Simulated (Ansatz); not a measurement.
WSe₂ built on the 2H-MoS2 prototype at its r2SCAN+rVV10 geometry, run in the PAW code Ansatz at 3 levels of theory. No magnetic order and no zero-point or thermal motion.

The PBE+SOC input:
```yaml
crystal:
  lattice:
    - [3.2996674462, 0.0, 0.0]
    - [-1.6498337231, 2.8575958324, 0.0]
    - [0.0, 0.0, 13.1487009077]
  atoms:
    - { symbol: W, position: [0.3333333333, 0.6666666667, 0.25] }
    - { symbol: W, position: [0.6666666667, 0.3333333333, 0.75] }
    - { symbol: Se, position: [0.6666666667, 0.3333333333, 0.3766602602] }
    - { symbol: Se, position: [0.6666666667, 0.3333333333, 0.1233397398] }
    - { symbol: Se, position: [0.3333333333, 0.6666666667, 0.8766602602] }
    - { symbol: Se, position: [0.3333333333, 0.6666666667, 0.6233397398] }
kpoints:
  mp_grid: { grid: [12, 12, 2] }
  band_path:
    path:
      - [0.0, 0.0, 0.0]
      - [0.5, 0.0, 0.0]
      - [0.3333333333, 0.3333333333, 0.0]
      - [0.0, 0.0, 0.5]
      - [0.5, 0.0, 0.5]
      - [0.3333333333, 0.3333333333, 0.5]
      - [0.179687, 0.179688, 0.0]
    npoints: 1
hamiltonian:
  xc: pbe
scf:
  occupations: { method: fermi_dirac, width: 0.02 }
  n_extra_bands: 10
magnetization:
  noncollinear: true
  spin_orbit: true
output:
  forces: true
  stress: true
  eigenvalues: true
  write_density: true
  write_potential: true
  elf: true
  volumetric_format: npy
```

Main results, then, where recorded, the levels near the gap in eV from the Fermi energy (columns number the bands from 0), one row a point of the path (Γ, M, K, A, L, H, K–Γ (0.46)):
```
Crystal: 6 atoms, lattice volume = 123.981 Å³
Symmetry: 24 space group operations + 24 with time reversal
Magnetic group: BNS 194.264 (UNI 1494)
```
```
Basis set: ecut = 420 eV, 2479 PW (Γ)
Bands: 102, of which v1, the nominal top of the filled ones, is band 92 counted from 1 (91 counted from 0)
k-points: 38 of 288
Free energy (F): -42699.098790 eV
Fermi energy:    13.126515 eV
--- Forces (eV/Å), atoms counted from 1 ---
  atom   1  W       0.00000      0.00000      0.00000
  atom   2  W       0.00000      0.00000      0.00000
  atom   3  Se      0.00000      0.00000      0.28371
  atom   4  Se      0.00000      0.00000    -0.28371
  atom   5  Se      0.00000      0.00000      0.28371
  atom   6  Se      0.00000      0.00000    -0.28371
--- Stress (GPa, compression-positive) ---
        2.807809       0.000000       0.000000
        0.000000       2.807809       0.000000
        0.000000       0.000000       4.469773
  P = ⅓ Tr σ = 3.3618 GPa (33.618 kbar)
```
```tsv
band_86	band_87	band_88	band_89	band_90	band_91	band_92	band_93	band_94	band_95	band_96	band_97
-1.694	-1.694	-1.454	-1.454	-0.468	-0.468	1.945	1.945	1.988	1.988	2.170	2.170
-1.964	-1.964	-1.673	-1.673	-1.595	-1.595	1.483	1.483	1.510	1.510	1.902	1.902
-3.034	-3.034	-1.077	-1.077	-0.569	-0.569	0.712	0.712	0.759	0.759	1.535	1.535
-1.898	-1.898	-0.699	-0.699	-0.699	-0.699	1.961	1.961	1.961	1.961	2.212	2.212
-1.958	-1.958	-1.648	-1.648	-1.648	-1.648	1.502	1.502	1.502	1.502	2.031	2.031
-3.182	-3.182	-1.065	-1.065	-0.608	-0.608	0.722	0.722	0.758	0.758	1.981	1.981
-2.108	-2.108	-1.728	-1.728	-1.444	-1.444	0.477	0.477	1.320	1.320	1.580	1.580
```

With PBE+SOC the valence top lies at Γ and the conduction bottom at K–Γ (0.46 of the way from K), 0.95 eV higher; the smallest vertical gap, at K, is 1.28 eV.

**Question.** Another run on the same cell gave
```
Basis set: ecut = 500 eV, 3107 PW (Γ)
Bands: 51, of which v1, the nominal top of the filled ones, is band 46 counted from 1 (45 counted from 0)
k-points: 38 of 288
Free energy (F): -42710.755045 eV
Fermi energy:    12.423974 eV
--- Forces (eV/Å), atoms counted from 1 ---
  atom   1  W       0.00000      0.00000      0.00000
  atom   2  W       0.00000      0.00000      0.00000
  atom   3  Se      0.00000      0.00000    -0.03716
  atom   4  Se      0.00000      0.00000      0.03716
  atom   5  Se      0.00000      0.00000    -0.03716
  atom   6  Se      0.00000      0.00000      0.03716
--- Stress (GPa, compression-positive) ---
        1.371624       0.000000       0.000000
        0.000000       1.371624       0.000000
        0.000000       0.000000       1.217240
  P = ⅓ Tr σ = 1.3202 GPa (13.202 kbar)
```
```tsv
band_43	band_44	band_45	band_46	band_47	band_48
-1.286	-1.045	0.000	2.771	2.771	2.813
-1.459	-1.324	-1.294	2.218	2.253	2.464
-2.715	-0.437	-0.234	1.379	1.379	2.180
-1.669	-0.246	-0.246	2.778	2.778	2.778
-1.395	-1.378	-1.378	2.234	2.234	2.622
-2.851	-0.346	-0.346	1.379	1.379	2.660
-1.716	-1.167	-1.142	1.143	1.972	2.228
```
Which level of theory and mesh gave it?

**Answer.** It is r2SCAN, on 12×12×2; the blocks that differ from the first input, but for the band path:
```yaml
hamiltonian:
  xc: r2scan
scf:
  occupations: { method: fixed }
  n_extra_bands: 5
```
(magnetization left out)
The r2SCAN gap is indirect, 1.14 eV (Γ to K–Γ (0.46 of the way from K)), below the direct gap of 1.61 eV at K. With the atoms held, the mean pressure is +1.32 GPa (compression positive).

HSE06. Against the first input these blocks differ (the band path and keys that only write files left aside):
```yaml
kpoints:
  mp_grid: { grid: [6, 6, 2] }
hamiltonian:
  xc: hse06
scf:
  occupations: { method: fixed }
  n_extra_bands: 5
```
(magnetization left out)

```
Basis set: ecut = 420 eV, 2479 PW (Γ)
Bands: 51, of which v1, the nominal top of the filled ones, is band 46 counted from 1 (45 counted from 0)
k-points: 14 of 72
Exchange kernel: α = 0.2500, screened, ω = 0.2079 Å⁻¹, Wigner–Seitz truncation, v(0) = 1045.2291 eV·Å³, q-mesh 6×6×2
hybrid outer 1: dexx = +2.397e-2 eV, tail = 2.08e-4 eV
hybrid outer 2: dexx = +6.263e-6 eV, tail = 7.96e-8 eV, Δε = 1.92e-3 eV, ΔF = 8.72e-3 eV/Å
hybrid outer 3: dexx = +8.584e-10 eV, tail = 9.19e-10 eV, Δε = 4.31e-5 eV, ΔF = 1.97e-4 eV/Å
Free energy (F): -42657.196069 eV
Fermi energy:    12.263397 eV
--- Forces (eV/Å), atoms counted from 1 ---
  atom   1  W       0.00000      0.00000      0.00000
  atom   2  W       0.00000      0.00000      0.00000
  atom   3  Se      0.00000      0.00000    -0.24433
  atom   4  Se      0.00000      0.00000      0.24433
  atom   5  Se      0.00000      0.00000    -0.24433
  atom   6  Se      0.00000      0.00000      0.24433
--- Stress (GPa, compression-positive) ---
       -1.239684       0.000000       0.000000
        0.000000      -1.239684       0.000000
        0.000000       0.000000      -0.181559
  P = ⅓ Tr σ = -0.8870 GPa (-8.870 kbar)
```
```tsv
band_43	band_44	band_45	band_46	band_47	band_48
-1.401	-1.133	0.000	3.286	3.286	3.329
-1.583	-1.459	-1.370	2.715	2.755	2.963
-2.921	-0.429	-0.205	1.743	1.743	2.619
-1.742	-0.269	-0.269	3.292	3.292	3.292
-1.522	-1.476	-1.476	2.733	2.733	3.146
-3.067	-0.328	-0.328	1.743	1.743	3.139
-1.859	-1.259	-1.228	1.500	2.415	2.706
```

HSE06 gives an indirect gap of 1.50 eV, from Γ to K–Γ (0.46 of the way from K); the least direct gap is 1.95 eV at K. The mean pressure at these positions is -0.9 GPa, compression counted positive. The stress of a hybrid is loosely converged here.

The hybrids run on coarser meshes, which limits their stresses and small splittings of levels.

Totals of different functionals, or with and without spin-orbit coupling, can't be compared.

Only the levels marked +SOC include spin-orbit coupling.

The meshes of the hybrids are coarse, so their gaps aren't converged to the digits shown.
